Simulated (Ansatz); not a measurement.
BaSr3Ti4O12: pressure against volume

BaSr3Ti4O12, P4/mmm, a = 3.911 Å, c = 15.644 Å. The structure is a Materials Project entry; whether it is the stable form wasn't checked. Ansatz: PBEsol, PAW, 420 eV, Γ-centred 8×8×2 mesh on 20 atoms, Gaussian smearing 0.02 eV; no spin polarisation. Shape and atoms are relaxed at each volume; pressure is positive in compression.

```
V (Å³/atom) P (GPa)
     10.531        ?
     10.890    21.36
     11.249    13.05
     11.608     5.99
     11.967    -0.01
     12.326    -5.11
     12.685    -9.44
     13.163   -14.21
```

Q: Take V0 = 11.967 Å³/atom, count pressures from its P0 = -0.01 GPa, fit the third-order Birch–Murnaghan form to the other rows, and predict the missing pressure.

A: With the Eulerian strain f = ½[(V0/V)^(2/3) − 1] and y = (P − P0)/[3f(1 + 2f)^(5/2)], the form is the line y = B0 + 1.5 B0 (B0′ − 4) f. Rows (f, y): 0.03245, 187.6; 0.02106, 186.5; 0.01026, 185.3; -0.00976, 183.0; -0.01905, 181.8; -0.03077, 180.3. Means f = 0.0006983, y = 184.08; Σ(Δf)² = 0.003004, ΣΔfΔy = 0.3480; the slope is their ratio. y = 184.0 + 115.8 f GPa, so B0 = 184.0 GPa and B0′ = 4 + 2 × (115.8)/(3 × 184.0) = 4.42. At V = 10.531, f = 0.04448, y = 189.15 and P = 31.22 GPa. The run gave 31.16 GPa, so the fit is 0.06 GPa too high, a small miss on the scale of the series.

Cost: 8 runs of about 62 core-minutes in all, on Intel Xeon Processor @ 2.50GHz (Skylake/Cascade Lake) (shared hosts).